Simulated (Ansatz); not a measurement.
## ZnS: energy along a strain

ZnS, P6_3mc, a = 3.807 Å, c = 6.246 Å. The compound has several low-lying forms, and this is one of them. Ansatz: r2SCAN, PAW, 500 eV, Γ-centred 6×6×4 mesh on 4 atoms, Gaussian smearing 0.05 eV; no spin polarisation. Cell vectors (Å): 3.807 0.000 0.000; -1.903 3.297 0.000; 0.000 0.000 6.246. The cell is strained by x per cent times the pattern (0 0 1 0 0 0) in the order xx yy zz yz xz xy (engineering shears), with fractional coordinates held. y is the free energy over the start, V0 = 19.596 Å³/atom.

| x (%) | y (meV/atom) |
| --- | --- |
| -2.00 | ? |
| -1.50 | 2.54 |
| -1.00 | 1.09 |
| -0.50 | 0.26 |
| 0.00 | 0.00 |
| 0.50 | 0.29 |
| 1.00 | 1.10 |
| 1.50 | 2.40 |
| 1.75 | 3.24 |
| 2.00 | 4.18 |

Task: Fit y = c1 x + c2 x² + c3 x³ to the other rows, get the stiffness along the pattern, and predict the missing energy.

Result: Least squares on the rows shown. y = 0.03858 x + 1.099 x² − 0.03649 x³. The clamped-ion stiffness p·C·p = 2 × 10.99 eV × 160.2 / 19.596 Å³ = 180 GPa, which is C33 in these axes; c1 is there for the stress left in the start, which by itself gives a slope of 0.04 meV/atom per %. At x = -2.00 the fit asked for gives 4.61 meV/atom. The run gave 4.61 meV/atom, the same to the digits shown.